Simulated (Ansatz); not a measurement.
Conduction electrons in LaTl (Pm-3m)

```yaml
crystal:
  lattice:
    - [3.91959, 0.00000, 0.00000]
    - [0.00000, 3.91959, 0.00000]
    - [0.00000, 0.00000, 3.91959]
  atoms:
    - { symbol: La, position: [0.00000, 0.00000, 0.00000] }
    - { symbol: Tl, position: [0.50000, 0.50000, 0.50000] }
```

Conventional cell: a = 3.920 Å, b = 3.920 Å, c = 3.920 Å, α = 90.00°, β = 90.00°, γ = 90.00°. Around La (atom 1) lie 8 Tl at 3.39 Å. Around Tl (atom 2) lie 8 La at 3.39 Å.

Unless marked otherwise, the numbers come from PBEsol, all-electron LAPW in Ansatz 0.2.0, scalar-relativistic. k mesh 10×10×10, fine mesh 16×16×16, Fermi-Dirac smearing of 0.100 eV, basis error target 1 meV/atom. The cell was relaxed by PAW under this functional.

Levels and slopes are solved on a 16×16×16 mesh, and each state is taken as quadratic over its cell.

Problem. What is the density of states at the Fermi level, and which bare Sommerfeld coefficient follows?

Solution. N(E_F) = 0.912 states/eV/atom (both spins), so γ = (π²/3) k_B² N(E_F) = 2.15 mJ/(mol-atom K²) without electron-phonon or spin-fluctuation enhancement.

Problem. What Drude plasma energy and σ/τ do the band velocities give?

Solution. (ħω_p,α)² = (e²/ε₀VN_k) Σ_nkσ (∂E/∂k_α)² δ(E − E_F) gives ħω_p = (3.62, 3.62, 3.62) eV along x, y, z, and σ/τ = ε₀ω_p² = 2.68×10²⁰ Ω⁻¹m⁻¹s⁻¹ along x. Weighted by the density of states, the mean Fermi speed is 0.3×10⁶ m/s; the surface has an area of 7.42 Å⁻² for each spin direction.

Problem. Which bands cross the Fermi level, and what do they carry?

Solution. 

| band | filled part | N (states/eV/cell) | speed (10⁶ m/s) | 5th to 95th percentile | area (Å⁻²) | filling |
| --- | --- | --- | --- | --- | --- | --- |
| 1 | 0.92 | 1.62 | 0.222 | 0.11 to 0.49 | 4.86 | nearly full |
| 2 | 0.08 | 0.208 | 0.909 | 0.28 to 1.26 | 2.56 | nearly empty |

Problem. Map the plane k₃ = 1/2 of the mesh: how many bands lie under the Fermi level at each point, counted from the least on the plane?

Solution. k₁ runs to the right and k₂ upwards, each from −½ to ½ with 0 in the middle (the axes needn't be at right angles):
```
2222211111112222
2222111111111222
2221111111111122
2211111111111112
1111111101111111
1111111000111111
1111110000011111
1111100010001111
1111110000011111
1111111000111111
1111111101111111
2211111111111112
2221111111111122
2222111111111222
2222211111112222
2222211111112222
```

Problem. On PAW files the program sums the optical response inside the mesh cells, interband lines and its own Drude term. Where does ε₁ rise through zero (a sharp plasmon if ε₂ is small there), and how much light is reflected?

Solution. 

* Fine mesh: 16, 16, 16
* Window top: 20 eV
* Line width: 0.25 eV
* Drude damping: 0.2 eV
* ε₁ rises through zero at x: 0.43, 10.29 eV
* ε₂ there x: 69.96, 0.53
* Plasma energy (x, y, z): 3.651, 3.651, 3.651 eV
* Reflectivity at 1 eV, x-polarised: 0.6763
* Reflectivity at 2 eV, x-polarised: 0.637
* Reflectivity at 3 eV, x-polarised: 0.4703

The plasma energy here is the program's own sum at the run's smearing; it differs from the value above by up to 1 %, through mesh and smearing.

Problem. What does PAW give for the same cell?

Solution. N(E_F) = 0.914 states/eV/atom and ħω_p,x = 3.62 eV.

Limits of these numbers: no spin-orbit coupling on heavy atoms; these sums move with the mesh, by several per cent and more for small sheets; frozen-core PAW files fitted under PBE, their cores solved anew for the functional of the run.
